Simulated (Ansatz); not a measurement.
VSi:
```
CELL_PARAMETERS angstrom
      0.00000     2.99809     2.99809
      2.99809     0.00000     2.99809
      2.99809     2.99809     0.00000
ATOMIC_POSITIONS crystal
  V  0.00000 0.00000 0.00000
  Si 0.25000 0.25000 0.25000
  V  0.50000 0.50000 0.50000
  Si 0.75000 0.75000 0.75000
```
The run is spin-polarised; directions of the spins, atom by atom: ↑ 0 ↓ 0.

Relaxed with PBE. Special points in fractions of this cell's reciprocal vectors: Γ (0.000, 0.000, 0.000); X (0.500, 0.000, 0.500); U (0.625, 0.250, 0.625); K (0.375, 0.375, 0.750); L (0.500, 0.500, 0.500); W (0.500, 0.250, 0.750).

**Question.** List the band energies nearest the Fermi level at these points for plane-wave PAW PBE (Ansatz code).

**Answer.** In eV from the Fermi level; about four levels below and three above (degenerate sets whole), none deeper than 8.9 eV; points with the same levels are listed once.

```json
[
 {"k": "Γ ↑", "below": "-4.71 -4.71 -4.71 -2.98 -2.15 -2.15", "above": "1.31 1.31 1.31"},
 {"k": "X ↑", "below": "-2.10 -1.16 -1.09 -1.09", "above": "0.47 0.47 1.41"},
 {"k": "U ↑", "below": "-1.80 -1.12 -0.96 -0.89", "above": "0.40 0.46 0.97"},
 {"k": "L ↑", "below": "-1.79 -0.99 -0.58 -0.58", "above": "0.59 0.59 2.86"},
 {"k": "W ↑", "below": "-2.36 -2.36 -1.12 -0.98 -0.92", "above": "0.26 0.79 0.79"}
]
```

Space group Pm-3m (CsCl type). A made-up cell: these elements were put on the sites of a structure type; neither database checked (COD, Materials Project) lists it. Its standing as an ambient phase is unchecked. The PBE relaxation kept the symmetry of its start, as lowered by the spin order; its stability against distortions is not shown here. Spin order of the final state: antiferromagnetic, chosen from 3 collinear starts compared on coarse meshes (ties went to the first, and starts can fall back to one state), not a proven ground state. Point labels and valley counts follow the cell and symmetry of the run, lower than the named group.

Potentials: the earlier of the program's two PAW sets.
